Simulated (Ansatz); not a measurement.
SiB$_{2}$W$_{2}$:
```yaml
crystal:
  lattice:
    - [1.52658, -5.58450, 0.00000]
    - [1.52658, 5.58450, 0.00000]
    - [0.00000, 0.00000, 3.12892]
  atoms:
    - { symbol: Si, position: [0.00000, 0.00000, 0.00000] }
    - { symbol: W, position: [0.36346, 0.63654, 0.50000] }
    - { symbol: W, position: [0.63654, 0.36346, 0.50000] }
    - { symbol: B, position: [0.20574, 0.79426, 0.00000] }
    - { symbol: B, position: [0.79426, 0.20574, 0.00000] }
```

Relaxed with r²SCAN.

Q: Map the electron localisation function on the plane through (0.000, 0.000, 0.000) spanned by u = [0, 0, 1] and v = [1, -1, 0] in lattice vectors, from r²SCAN in the plane-wave PAW code Ansatz.

A: x is the fraction of u, y of v (the angle between them is 90°; rows are the nearest grid lines); atoms in the plane: Si at (0.00, 0.00), W at (0.50, 0.36), W at (0.50, 0.64), B at (0.00, 0.21), B at (0.00, 0.79).
```
|%+-=*#+=-=+#*=-+%|
|-=*#%#*+=+*#%#*=-|
|*##%%#*+++*#%%##*|
|%%%##**+++**##%%%|
|.:*@@%*+=+*%@@*:.|
|  -#%#*===*#%#-  |
|-=#%#+-:::-+#%#=-|
|**=--=#%%%#=--=**|
|=-::*@%-.-%@*::-=|
|+=::+@@@%@@@+::=+|
|++-:-+#%%%#+-:-++|
|===+++=====+++===|
|===+++=====+++===|
|++-:-+#%%%#+-:-++|
|+=::+@@@%@@@+::=+|
|=-::*@%-.-%@*::-=|
|**=--=#%%%#=--=**|
|-=#%#+-:::-+#%#=-|
|  -#%#*===*#%#-  |
|.:*@@%*+=+*%@@*:.|
|%%%##**+++**##%%%|
|*##%%#*+++*#%%##*|
|-=*#%#*+=+*#%#*=-|
|%+-=*#+=-=+#*=-+%|
```
Scale: ten equal steps from 0.009 (start of ' ') to 0.713 (end of '@'), in the order ' .:-=+*#%@'; x runs from 0.000 to 1.00, y from 0.000 (bottom) to 1.00 (top).

The density is the valence pseudo-density with augmentation charge, so density and ELF within about 1 Å of a nucleus are not all-electron values.

Space group Cmmm. The start of the workflow was typed in or built on a structure type; neither database checked (COD, Materials Project) lists it. Its standing as an ambient phase is unchecked. The cell was relaxed with r²SCAN under the symmetry of its start; its stability against distortions is not shown here. No spin polarisation was allowed. Spin–orbit coupling is left out wherever it is not named.

Potentials: the earlier of the program's two PAW sets.
